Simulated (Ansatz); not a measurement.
KMgF₃ (cubic perovskite, Pm-3m), a = 3.9913 Å, b = 3.9913 Å, c = 3.9913 Å, α = 90.00°, β = 90.00°, γ = 90.00°.

This is the PBEsol-relaxed structure.

### Question
All from plane-wave PAW PBEsol (Ansatz code), unless another level is named. Estimate the highest zone-centre frequency (without LO–TO term).

### Answer
13.84 THz.

### Question
Give the Poisson's ratio.

### Answer
0.23.

### Question
Give the zero-point energy.

### Answer
47.1 meV/atom.

The cell was relaxed with PBEsol under the symmetry of its start; phonons on a q-mesh show no instability.

Potentials: the later of the program's two PAW sets.
